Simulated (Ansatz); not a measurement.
Ta2SiN in space group P6_3/mmc (No. 194; Si on 2d, Ta on 4f, N on 2a), the program Ansatz at the PBE level (PAW), all energies at zero smearing, with the estimated change up to a 700 eV cutoff added, with one set of potentials and settings (totals compare only within such a set). Cell of 8 atoms (2 Si, 4 Ta, 2 N): -41777.170 eV.

```json
[
 {"element": "Si", "reference phase": "Fd-3m, 2 atoms in the cell", "E (eV/atom)": "-635.8114"},
 {"element": "Ta", "reference phase": "Im-3m, 1 atoms in the cell", "E (eV/atom)": "-9933.2341"},
 {"element": "N", "reference phase": "Pa-3, 8 atoms in the cell", "E (eV/atom)": "-384.0342"}
]
```

Formation energy per atom, worked out: (-41777.170 − 2×(-635.8114) − 4×(-9933.2341) − 2×(-384.0342))/8 = -0.568 eV/atom (-55 kJ per mol of atoms), at 0 K, without zero-point energy or fitted corrections.

The start of the workflow was typed in or built on a structure type; neither database checked (COD, Materials Project) lists it. Whether it is the stable phase at ambient conditions was not checked. The PBE relaxation kept the symmetry of its start; whether a distortion lowers the energy is not shown. The run is not spin-polarised. The references are the lowest solids computed at this level, not always the standard phases (solids in place of the gases). Scalar-relativistic: spin–orbit coupling is off unless named, which matters more the heavier the elements.

Potentials: the earlier of the program's two PAW sets.
